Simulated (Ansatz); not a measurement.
The start is a generated cell, SnSe built in the GeS structure type. A full variable-cell relaxation at zero pressure is run with PBE (plane waves to 420 eV, PAW, scalar-relativistic; Ansatz, an electronic-structure program). The first steps use a coarse 2×6×5 k-mesh.

The start:
```yaml
crystal:
  lattice:
    - [11.79196, 0.00000, 0.00000]
    - [0.00000, 4.09959, 0.00000]
    - [0.00000, 0.00000, 4.84293]
  atoms:
    - { symbol: Sn, position: [0.12210, 0.25000, 0.12770] }
    - { symbol: Sn, position: [0.37790, 0.75000, 0.62770] }
    - { symbol: Sn, position: [0.87790, 0.75000, 0.87230] }
    - { symbol: Sn, position: [0.62210, 0.25000, 0.37230] }
    - { symbol: Se, position: [0.84950, 0.25000, 0.50230] }
    - { symbol: Se, position: [0.65050, 0.75000, 0.00230] }
    - { symbol: Se, position: [0.15050, 0.75000, 0.49770] }
    - { symbol: Se, position: [0.34950, 0.25000, 0.99770] }
```

Question: By how much does the energy per atom fall from start to end?

Answer: 0.01 eV/atom.

Question: How do the shortest distances between atoms change?

Answer: The closest pairs of elements (up to four, under 3.6 Å), start → end: Se–Sn 2.74 → 2.79 Å.

Question: What band gap does the relaxed structure have at this level?

Answer: 0.70 eV, indirect (valence top at k = (0, 0, 0.4286), conduction bottom at 33 % of the way from Y to Γ) (no spin-orbit coupling).

Question: Give the final cell and atomic positions.

Answer: 
```cif
data_Se4Sn4
_chemical_formula_sum 'Sn4 Se4'
_space_group_name_H-M_alt 'Pnma'
_space_group_IT_number 62
_space_group_name_Hall '-P 2ac 2n'
_cell_length_a 11.78142
_cell_length_b 4.20182
_cell_length_c 4.57755
_cell_angle_alpha 90.000
_cell_angle_beta 90.000
_cell_angle_gamma 90.000
loop_
_atom_site_label
_atom_site_type_symbol
_atom_site_symmetry_multiplicity
_atom_site_Wyckoff_symbol
_atom_site_fract_x
_atom_site_fract_y
_atom_site_fract_z
_atom_site_occupancy
Sn1 Sn 4 c 0.12106 0.25000 0.11629 1
Se1 Se 4 c 0.35469 0.25000 0.02253 1
```

The space group stays Pnma (No. 62) (the run could not lower it); the end is AFLOW prototype AB_oP8_62_c_c (B29, as in SnS), with 8 atoms in the primitive cell. Final values are on a 3×8×7 k-mesh of the relaxed cell. No spin polarisation in the result.

The run could not lose the symmetry of its start.
